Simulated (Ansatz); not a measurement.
Problem. C in space group P6_3/mmc (No. 194; C on 6h) is relaxed with PBEsol in the plane-wave PAW code Ansatz. What lattice parameters of the conventional cell result?

Solution. a = 4.436 Å, c = 2.519 Å.

Problem. Give the free coordinates with the occupied sites.

Solution. In one choice of origin and axes:

| atom | site | symmetry | x | y | z |
|---|---|---|---|---|---|
| C | 6h | mm2 | 0.1041 | 0.5520 | 0.2500 |

Problem. Is it a metal or does it have a gap at this level?

Solution. A gap of 2.24 eV, direct.

The start of the workflow was typed in or built on a structure type. Its sites differ from those of the usual phase in this space group: another stacking or structure type. The PBEsol relaxation kept the symmetry of its start; whether a distortion lowers the energy is not shown.

Potentials: the earlier of the program's two PAW sets. The files were generated under PBE; for other functionals the program regenerates the frozen cores, and for LDA and PBEsol the local potential too.
